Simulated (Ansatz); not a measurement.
HgI:
```xyz
4
Lattice="-2.3487 2.3487 5.7863 2.3487 -2.3487 5.7863 2.3487 2.3487 -5.7863" Properties=species:S:1:pos:R:3 pbc="T T T"
Hg     0.0000     0.0000    10.2732
Hg     0.0000     0.0000     1.2994
I      0.0000     0.0000     7.5199
I      0.0000     0.0000     4.0527
```

Relaxed with LDA. Special points in fractions of this cell's reciprocal vectors: Γ (0.000, 0.000, 0.000); X (0.000, 0.000, 0.500); P (0.250, 0.250, 0.250); N (0.000, 0.500, 0.000); M (0.500, 0.500, -0.500); S (0.291, 0.709, -0.291); S0 (-0.291, 0.291, 0.291); R (-0.082, 0.082, 0.500); G (0.500, 0.500, -0.082).

Question: List the band energies nearest the valence-band maximum at these points for LDA in the plane-wave PAW code Ansatz.

Answer: In eV from the valence-band maximum; about four levels below and three above (degenerate sets whole), none deeper than 8.9 eV; points with the same levels are listed once.

| k | below | above |
|---|---|---|
| Γ | -1.95 -1.95 -1.47 -1.47 | 2.75 4.98 4.98 |
| X | -2.88 -2.32 -2.29 -1.53 | 2.43 4.58 5.11 |
| P | -3.39 -3.39 -1.84 -1.84 -0.88 | 0.98 4.86 4.86 |
| N | -1.22 -1.11 -0.97 -0.10 | 2.01 2.85 3.80 |
| M | -2.50 -1.18 -0.93 -0.93 | 1.95 3.78 4.85 |
| S | -1.52 -0.78 -0.51 -0.23 | 3.02 3.09 4.05 |
| R | -2.35 -2.26 -1.71 -1.49 | 2.42 3.98 5.17 |

Space group I4/mmm. The first step of the workflow began from a Materials Project structure, measured or hypothetical; the Crystallography Open Database files this formula in space group No. 139, but the cells were not matched. Its standing as an ambient phase is unchecked. Symmetry was held in the LDA relaxation; its stability against distortions is not shown here. A crystal of weakly bound molecules computed without a dispersion correction: the cell and the soft elastic constants depend strongly on that. Scalar-relativistic: spin–orbit coupling is off unless named, which matters more the heavier the elements.

Potentials: the later of the program's two PAW sets.
